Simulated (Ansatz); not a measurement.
## Perovskite alloy of BaZrO3 and BaHfO3 (5 of 8 Zr sites exchanged), 40 atoms

Ansatz, PAW, plane waves. PBEsol relaxation of volume and atoms (shape held) at the single k point (¼, ¼, ¼) without its symmetry partners; single points on the relaxed atoms at the single k point (¼, ¼, ¼) without its symmetry partners, onto which points of the small cell's zone fold. Arrangement: random. No spin–orbit coupling unless named.

Relaxed structure:

```
CELL_PARAMETERS angstrom
8.33121 0.00000 0.00000
0.00000 8.33121 0.00000
0.00000 0.00000 8.33121
ATOMIC_POSITIONS crystal
Ba 0.00024 0.99956 0.99977
Ba 0.00039 0.99948 0.49976
Ba 0.00031 0.49980 0.99995
Ba 0.00018 0.49974 0.49941
Ba 0.50036 0.99944 0.99971
Ba 0.50055 0.99954 0.49955
Ba 0.50066 0.49968 0.99971
Ba 0.50051 0.49977 0.49961
Zr 0.25034 0.24971 0.24981
Zr 0.25035 0.74967 0.74994
Zr 0.75027 0.24968 0.74990
Hf 0.25027 0.24968 0.74981
Hf 0.25038 0.74972 0.24993
Hf 0.75029 0.24969 0.24999
Hf 0.75031 0.74973 0.24993
Hf 0.75034 0.74974 0.74996
O 0.25055 0.24833 0.99932
O 0.24978 0.25138 0.50074
O 0.25060 0.75128 0.00085
O 0.24997 0.74831 0.49934
O 0.74980 0.25212 0.00080
O 0.75053 0.24749 0.49928
O 0.74986 0.74745 0.00023
O 0.75052 0.75228 0.50000
O 0.99948 0.25025 0.24995
O 0.00093 0.25000 0.75053
O 0.00016 0.74940 0.24988
O 0.99949 0.74970 0.75062
O 0.50110 0.24944 0.25070
O 0.49956 0.24954 0.74981
O 0.50041 0.75011 0.25058
O 0.50106 0.75001 0.74996
O 0.24989 0.99895 0.25159
O 0.24999 0.00044 0.74876
O 0.25061 0.50052 0.24875
O 0.25048 0.49904 0.75174
O 0.75048 0.99967 0.24787
O 0.75047 0.99898 0.75270
O 0.74978 0.49989 0.25275
O 0.74991 0.50055 0.74789
```

Problem. What are the mean bond lengths by pair (pairs within 1.2 times the sum of covalent radii, less contacts 15 % beyond the pair's median; cation–cation pairs of compounds aside; long ionic contacts are cut short by that bound)?

Solution. Ba–O 2.946 ± 0.010 Å (standard deviation, 96 bonds); Hf–O 2.079 ± 0.003 Å (standard deviation, 30 bonds); O–Zr 2.089 ± 0.001 Å (standard deviation, 18 bonds).

Problem. What gap lies between the top filled and the lowest empty level in the single points?

Solution. HSE06 5.88 eV (22 s on NVIDIA GB300). Away from Γ this isn't the crystal's band gap.
